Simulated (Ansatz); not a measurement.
YInCu4 in space group F-43m (No. 216; Y on 4a, In on 4d, Cu on 16e), plane-wave PAW PBE (Ansatz code), all energies at zero smearing, with the estimated change up to a 700 eV cutoff added, with one set of potentials and settings (totals compare only within such a set). Cell of 6 atoms (1 Y, 1 In, 4 Cu): -35948.924 eV.

```json
[
 {"element": "Y", "reference phase": "P6_3/mmc, 2 atoms in the cell", "E (eV/atom)": "-3848.6668"},
 {"element": "In", "reference phase": "I4/mmm, 1 atoms in the cell", "E (eV/atom)": "-5597.8481"},
 {"element": "Cu", "reference phase": "Fm-3m, 1 atoms in the cell", "E (eV/atom)": "-6625.1757"}
]
```

Formation energy per atom, worked out: (-35948.924 − 1×(-3848.6668) − 1×(-5597.8481) − 4×(-6625.1757))/6 = -0.284 eV/atom (-27 kJ per mol of atoms), at 0 K, without zero-point energy or fitted corrections.

The first step of the workflow began from a Materials Project structure, measured or hypothetical; the Crystallography Open Database copy checked does not list it. With Y and In taken as one species the cell has the higher symmetry Fd-3m, so it may be an ordered model of a mixed-site phase. Its standing as an ambient phase is unchecked. The PBE relaxation kept the symmetry of its start; whether a distortion lowers the energy is not shown. The run is not spin-polarised. The references are the lowest solids computed at this level, not always the standard phases.

Potentials: the later of the program's two PAW sets.
